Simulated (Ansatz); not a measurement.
# What a change of settings does: Au (sc type)

First run: DFT, LDA, PAW with Ansatz's default frozen-core files, scalar-relativistic (Ansatz 0.2.0).

Command: `ansatz run input.yaml --threads 1 --pin off --max-ram 2048MiB --backend cpu --events-out ev --progress --plain --runs-dir out` It took 2.5 s on 1 thread of Arm Neoverse V1, with other jobs on the host, peak memory 0.28 GiB.

```yaml
crystal:
  lattice:
    - [2.5942813086, 0.0, 0.0]
    - [0.0, 2.5942813086, 0.0]
    - [0.0, 0.0, 2.5942813086]
  atoms:
    - { symbol: Au, position: [0.0, 0.0, 0.0] }
kpoints:
  mp_grid: { grid: [14, 14, 14] }
scf:
  occupations: { method: fermi_dirac, width: 0.05 }
hamiltonian:
  xc: lda
  pseudopotentials: { kind: paw }
output:
  forces: true
  stress: true
  eigenvalues: true
  populations: true
```

The cell comes from a relaxation on PAW files under the same functional, begun from a prototype that needn't be the stable phase.

This run: volume at 0.92 of the series' base cell.

It converges in 6 SCF iterations at a pressure of 15.74 GPa, cutoff 420 eV.

The input is then changed:

```diff
+  symmetry: { detect: false }
 kpoints:
```

Predict the outcome of the changed run.

It converges in 6 SCF iterations at a pressure of 15.74 GPa, cutoff 420 eV.
